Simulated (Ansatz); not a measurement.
## Run on GdAl (Pm-3m) — total moment held at 0 μB

Level of theory: DFT, r2SCAN, PAW with Ansatz's default frozen-core files, scalar-relativistic in Ansatz.

Command: `ansatz run input.yaml --threads 1 --pin off --max-ram 3072MiB --backend cpu --events-out ev --progress --plain --runs-dir out`

```yaml
crystal:
  lattice:
    - [3.62796413, 0.0, 0.0]
    - [0.0, 3.62796413, 0.0]
    - [0.0, 0.0, 3.62796413]
  atoms:
    - { symbol: Gd, position: [0.0, 0.0, 0.0] }
    - { symbol: Al, position: [0.5, 0.5, 0.5] }
magnetization:
  spin_polarized: true
  initial_magnetization: 0.0
  spin_locking: { lock_magnetization: hard }
kpoints:
  mp_grid: { grid: [9, 9, 9] }
scf:
  occupations: { method: fermi_dirac, width: 0.05 }
hamiltonian:
  xc: r2scan
  pseudopotentials: { kind: paw }
output:
  forces: true
  stress: true
  eigenvalues: true
```

Log:

```
Warning: output.stress: scf.convergence.dr2_threshold = 1e-7 eV (the SCF's general default) is looser than the 2e-10 eV advised for a printed stress (1e-10 eV for each atom of the cell: 2). What an SCF threshold leaves in a stress goes as its square root, and in the free energy as the threshold itself, and one threshold admits the most on a small cell: of the crystals measured, under no hybrid fun …
band count auto-derived: 17, from the close of a first SCF at 15 (N_el = 21.0; filled up to band 11; 15 by the electrons, moments and atoms)
Engine: ansatz 0.2.0
Pseudopotentials: kind: paw
Pseudopotential: Gd, paw, valence charge 18, recommended cutoff 500 eV (meta_gga), Gd.paw.azcp
Pseudopotential: Al, paw, valence charge 3, recommended cutoff 500 eV (meta_gga), Al.paw.azcp
Functional definition: r2SCAN
  parameter k0 = 0.174
  parameter k1 = 0.065
  parameter a1 = 4.9479
  exchange = r2scan_x(k0 = k0, k1 = k1, a1 = a1)
  correlation = r2scan_c
Crystal: 2 atoms, lattice volume = 47.752 Å³
Basis set: ecut = 500 eV, 1213 PW (Γ), exchange–correlation on 108×108×108 points (64 copies of the dense FFT grid, shifted against one another)
Bands: 15, of which v1, the nominal top of the filled ones, is band 11 counted from 1 (10 counted from 0)
Symmetry: 48 space group operations
Space group: Pm-3m (ITA 221), of the structure as read, at distance tolerance 3.6e-5 Å
k-points: 35 of 729
Non-local potential: Gd, projectors of the file, l = 0: 3, l = 1: 2, l = 2: 2, l = 3: 3
Non-local potential: Al, projectors of the file, l = 0: 2, l = 1: 2, l = 2: 1
PAW form: soft (Blöchl's): semilocal exchange-correlation on the pseudo side does not see the compensation charge
PAW frozen core: Gd, regenerated for the run's functional (the file was generated under x = pbe(κ = 0.804, μ = 0.2195149727645171), c = pbe(β = 0.06672455060314922))
PAW frozen core: Al, regenerated for the run's functional (the file was generated under x = pbe(κ = 0.804, μ = 0.2195149727645171), c = pbe(β = 0.06672455060314922))
PAW one-centre angular grid: Gd, 2702 points (default); XC on 224 Gauss nodes
PAW one-centre angular grid: Al, 302 points (default); XC on 160 Gauss nodes
Initial density: superposition of atomic densities (chi_scale 0.1, normalization cell, long waves kept (reshape's long-wave potential 0.00 eV rms))
Initial wavefunctions: pseudopotential atomic-orbital guess
Functional: x = r2scan, c = r2scan; τ floored in thin density (d = 2e-4 eV/Å³)
iter 1 solved again at ethr=1.49e-3 eV; its pass at ethr=3.10e-3 eV (dr2=3.13e-1 eV) is discarded
SCF iter   1: F=—  HF=-9876.659111 eV  |F-HF|=—  |Δ(HF+E_count)|=         —  Δρ=1.63e-2 (↑1.63e-2 ↓1.63e-2)  dr2=3.16e-1  dr2_τ=3.20e-3  dr2_m=0.00e0  M=0.000 μB ∫|m|=0.000 μB  β_m=0.30  ethr=1.49e-3  ⟨swp⟩=1.0  Hψ=3200  notcnv=0
[...]
SCF 1, on 15 bands, converged in 16 iterations: F = -9876.710033 eV; the run's SCF on all bands comes behind
  greatest PAW one-centre occupation: 0.982 electrons in one spin orbital (limit 2), on the Gd atom at site 0 (counted from 0), in its partial waves of l = 0
Following the negative reading down, search 1: the free energy F (with its fill's electron-count term) along its direction. At the converged state itself: F - F(close) = -5.457e-12 eV
  point 1 (+, 4.0e-4 eV away): F - F(close) = -1.996e-2 eV
  point 2 (+, 1.6e-3 eV away): F - F(close) = -8.074e-2 eV
  point 3 (+, 6.4e-3 eV away): F - F(close) = -3.130e-1 eV
  point 4 (+, 2.6e-2 eV away): F - F(close) = -9.741e-1 eV
  point 5 (+, 1.0e-1 eV away): F - F(close) = -1.748e0 eV
  point 6 (+, 4.1e-1 eV away): F - F(close) = -1.971e0 eV
  point 7 (+, 1.6e0 eV away): F - F(close) = -3.090e-1 eV
  point 8 (-, 2.6e-2 eV away): F - F(close) = -6.566e-1 eV
  point 9 (-, 1.0e-1 eV away): F - F(close) = -1.100e0 eV
  point 10 (-, 4.1e-1 eV away): F - F(close) = -5.447e-1 eV
Initial density: handed on by an earlier stage of this run
Initial wavefunctions: those handed on with the density
[...]
SCF 2, on 15 bands, converged in 13 iterations: F = -9879.025874 eV; the run's SCF on all bands comes behind
  greatest PAW one-centre occupation: 0.981 electrons in one spin orbital (limit 2), on the Gd atom at site 0 (counted from 0), in its partial waves of l = 0
The SCF behind sets out from the state of the SCF that stage 1 started: 2.3 eV lower in free energy than the state whose close was followed first; 16 iterations were spent on what was left
The result of the SCF on 15 bands, without a stress, told ahead of the SCF on all bands, whose result is the run's:
SCF converged after 13 iterations
Stability not told: one more pass did not bear out a value that the check read (along that value's direction the trial steps together read 1.8e-2, that pass -9.1e-3); the value that it reports is 1.8e-2: no lower mode is shown, and none is ruled out
Magnetization: 0.0000 μB (10.5000 up, 10.5000 down)
Absolute magnetization: 0.0000 μB (∫|ρ↑−ρ↓|)
Spin contamination: 0.0000 ħ² per cell (⟨S²⟩ above its minimum at these occupations)
Per-site moments (μB) at R_I (Å): [(0.0, 1.2960375039969678), (0.0, 1.2960375039969678)]
Free energy (F): -9879.025874 eV
Harris-Foulkes:  -9879.025874 eV  (|F-HF|=1.09e-8)
Internal energy: -9878.951781 eV  (E = F + TS)
E sigma→0 (E₀):  -9878.988827 eV
Entropy (-TS):   -0.074093 eV (-37.046 meV/atom)
Fermi energy:    10.703626 (↑ 10.703626, ↓ 10.703626) eV
--- Per-component energies (eV) ---
  E_band       = -4.625664
  E_kinetic    = 420.514333
  E_local      = -2385.901386  (includes V_loc(G=0)·N_el)
  E_nonlocal   = 317.322964
  E_hartree    = 1020.932933
  E_xc         = -257.549314
  E_vxc        = -307.133107  (∫ρ·V_xc dr)
[...]
Symmetry: 16 space group operations
k-points: 75 of 729
Initial density: read from a saved state, or passed on in memory by an earlier SCF of this step, an earlier step, the calling program or the single point that the run made first
Initial wavefunctions: those read from a saved state, or passed on in memory by an earlier step or the calling program
[...]
SCF 4 converged in 8 iterations: F = -9882.254459 eV  dr2 = 1.78e-9
  greatest PAW one-centre occupation: 0.986 electrons in one spin orbital (limit 2), on the Gd atom at site 0 (counted from 0), in its partial waves of l = 3
[...]
SCF 5 converged in 2 iterations: F = -9882.254459 eV  dr2 = 5.59e-9
Symmetry: 8 space group operations
k-points: 125 of 729
[...]
SCF 6 converged in 8 iterations: F = -9882.656927 eV  dr2 = 3.21e-9
  greatest PAW one-centre occupation: 0.984 electrons in one spin orbital (limit 2), on the Gd atom at site 0 (counted from 0), in its partial waves of l = 3
[...]
SCF 7 converged in 2 iterations: F = -9882.656927 eV  dr2 = 4.74e-9
Symmetry: 4 space group operations
k-points: 205 of 729
[...]
an SCF along what the orbitals of the run's state read of its open shells (or to have them read: on a GPU, or by another smearing), with 44 of the crystal's symmetry operations given up (205 k-points in place of 35), reached no lower state that the run goes on to. This is no proof of a minimum
[...]
an SCF along what the orbitals of the run's state read of its open shells (or to have them read: on a GPU, or by another smearing), with 44 of the crystal's symmetry operations given up (205 k-points in place of 35), reached no lower state that the run goes on to. This is no proof of a minimum
Symmetry: 12 space group operations
k-points: 85 of 729
[...]
eigensolver tolerance schedule: the retry pair's looser diagonalisation over-reported the residual by 1223.90 of it (diagonalisation noise at 2.17 of the residual, at the tolerance the schedule requests for it); recorded, not acted on — ethr = c·dr2/N_el stays at c = 1.0e-1
SCF iter   2: F=—  HF=-9882.581705 eV  |F-HF|=—  |Δ(HF+E_count)|=    3.56e0  Δρ=1.07e-2 (↑7.38e-3 ↓1.07e-2)  dr2=1.29e-1  dr2_τ=5.57e-4  dr2_m=1.51e-3  M=0.000 μB ∫|m|=1.253 μB  ethr=1.59e-4  ⟨swp⟩=1.0  Hψ=20204  notcnv=0
SCF iter   3: F=—  HF=-9882.625818 eV  |F-HF|=—  |Δ(HF+E_count)|=   4.41e-2  Δρ=1.76e-3 (↑1.76e-3 ↓7.05e-4)  dr2=7.42e-4  dr2_τ=2.83e-5  dr2_m=3.83e-4  M=-0.000 μB ∫|m|=1.609 μB  ethr=1.24e-5  ⟨swp⟩=1.1  Hψ=10432  notcnv=0
SCF iter   4: F=—  HF=-9882.625720 eV  |F-HF|=—  |Δ(HF+E_count)|=   9.76e-5  Δρ=1.17e-4 (↑1.17e-4 ↓8.66e-5)  dr2=1.52e-5  dr2_τ=9.20e-7  dr2_m=2.66e-6  M=0.000 μB ∫|m|=1.612 μB  ethr=4.76e-6  ⟨swp⟩=1.0  Hψ=9856  notcnv=0
an SCF from an earlier converged SCF that another search, or another magnetic order, replaced, along what its orbitals showed of its open shells (or to have them read), with 36 of the crystal's symmetry operations given up (85 k-points in place of 35), reached no lower state that the run goes on to. This is no proof of a minimum
SCF converged after 2 iterations
Stability checked in part: among states of this total moment the SCF's own minimisation did not find this state unstable. No probe was made; neither looks for a lower state of another moment (fixed_total_moment; see scf.lower_state_search)
Magnetization: -0.0000 μB (10.5000 up, 10.5000 down)
Absolute magnetization: 3.2984 μB (∫|ρ↑−ρ↓|, with the PAW one-centre terms)
Spin contamination: 3.4593 ħ² per cell (⟨S²⟩ above its minimum at these occupations)
Per-site moments (μB) at R_I (Å): [(-0.4644847104341395, 1.2960375039969678), (0.15630503429956777, 1.2960375039969678)]
Free energy (F): -9882.656927 eV
Harris-Foulkes:  -9882.656927 eV  (|F-HF|=5.37e-9)
Internal energy: -9882.631459 eV  (E = F + TS)
E sigma→0 (E₀):  -9882.644193 eV
Entropy (-TS):   -0.025467 eV (-12.734 meV/atom)
Fermi energy:    11.059138 (↑ 11.507914, ↓ 10.610362) eV
--- Per-component energies (eV) ---
  E_band       = -18.931650
  E_kinetic    = 422.032968
  E_local      = -2373.773559  (includes V_loc(G=0)·N_el)
  E_nonlocal   = 310.544982
  E_hartree    = 1010.846025
  E_xc         = -259.113979
  E_vxc        = -309.260443  (∫ρ·V_xc dr)
  E_paw        = -6946.539605  (= ΣΔE_a)
  E_vpaw       = -106.193282  (= ΣTr[D̂ρ^β])
  E_aug_tail   = -0.000001  (compensation charges beyond the density's cutoff)
  E_vtau       = 16.021287  (kinetic-family band-sum trace: ∫τ·v_τ [+ j·A + Jᵃ·Aᵃ] dr)
  E_ewald      = -2046.907508
  E_core_change = 0.279217  (= ΣΔE_core)
  E_smearing   = -0.025467  (= −TS)
  E_closure    = -0.000000  (closes the sum)
  Σ components = -9882.656927   (vs F -9882.656927, Δ=0.00e0)
--- Forces (eV/Å), atoms counted from 1 ---
  atom   1  Gd    -0.00000000     0.00000000     0.00000000
  atom   2  Al     0.00000000     0.00000000     0.00000000
  max |Σ_I F_I| component: 6.31e-30 eV/Å
--- Stress (GPa, compression-positive) ---
        2.528653       0.000000       0.000000
        0.000000       2.528619       0.000000
        0.000000       0.000000       2.528593
  P = ⅓ Tr σ = 2.5286 GPa (25.286 kbar)
--- Band table (eV; the first three rows and the last of 250) ---
  [... 4 further k-point lines left out ...]
```

Site moments (μB): Gd1 -0.46, Al2 0.16. Cell moment 0.00 μB.

The PAW files were made with PBE; the program remakes their cores once for the run's functional and then keeps them frozen. Without U a semilocal functional puts the f levels too near the Fermi level, which can change moments and the order of magnetic states; site and cell moments are spin moments. Spin–orbit coupling is left out although heavy atoms are present. In at least one run the program's final test of stability wasn't made or came to no verdict. With open f shells a run can end in a state that isn't the lowest. The magnetic state is the one that this cell and start allow. It needn't be the compound's measured order, which may need a larger cell or be absent.

It took 14 min on 1 thread of Arm Neoverse V2, with other jobs on the host, peak memory 1.3 GiB.
